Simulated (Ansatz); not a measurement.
# Energy landscape of CrO2

4 relaxations of CrO2 ended in 3 distinct structures. Computed with PBEsol (plane waves to 420 eV, PAW, scalar-relativistic; Ansatz, an electronic-structure program).

| # | space group | Pearson | type | E − E(lowest) (eV/atom) | V (Å³/atom) | coordination | runs ending here | spin order |
|---|---|---|---|---|---|---|---|---|
| 1 | P4₂/mnm | tP6 | rutile type | 0.00 | 9.28 | Cr 6 (octahedral), O 3 (trigonal planar) | 2 | ferromagnetic |
| 2 | Pbcn | oP12 | – | 0.03 | 9.14 | – | 1 | ferromagnetic |
| 3 | P4₁2₁2 | tP12 | – | 0.22 | 17.42 | – | 1 | ferromagnetic |

Coordination numbers (neighbours up to the widest gap in distance over summed covalent radii, below 1.35; n+m marks a second, longer set; metal–metal contacts left out). All are gapless at this level. P4₂/mnm, tP6, rutile type, ferromagnetic is the lowest among the structures calculated here.

Space group P4₂/mnm (No. 136); a = b = 4.3924 Å, c = 2.8875 Å, α = β = γ = 90.00°

```csv
atom,site,symmetry,x,y,z
Cr,2a,m.mm,0.0000,0.0000,0.0000
O,4f,m.2m,0.3033,0.3033,0.0000
```

Each run could gain symmetry but not lose that of its start, so entries can be saddle points. From databases, or of a type measured for this composition: P4₂/mnm, tP6, rutile type, ferromagnetic; the others are generated cells (placed on structure types, drawn at random, substituted or restacked) that were not matched to a known phase here. Each structure is listed in the lowest spin state found for it. Energies are at zero temperature and pressure, without zero-point motion. Spin states reached: ferromagnetic; spin orders were not searched systematically. The d or f electrons are treated with no Hubbard U. A magnetic insulating state can be missed without it.
